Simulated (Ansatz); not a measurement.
Crystals of one structure type (rock salt) and one family of elements, relaxed and computed with HSE06 in the plane-wave PAW code Ansatz.

```csv
crystal,V (Å³/atom),gap (eV)
NaF,12.47,8.46
LiCl,16.72,7.78
NaCl,22.57,6.45
RbCl,36.91,6.18
KBr,37.02,5.52
RbBr,42.42,5.38
KI,45.57,?
```

Question: Fit a straight line to E_g against V and predict the withheld value.

Answer: Least squares on the 6 shown rows: E_g = -0.095 × V + (9.290), with a scatter of 0.38. For KI this gives 4.96. The run itself gave 4.88, within the scatter.

All cells were relaxed under the symmetry of their starts (and spin orders); stability against distortions was not tested throughout. Spin–orbit coupling is left out wherever it is not named.

Potentials: the later of the program's two PAW sets.
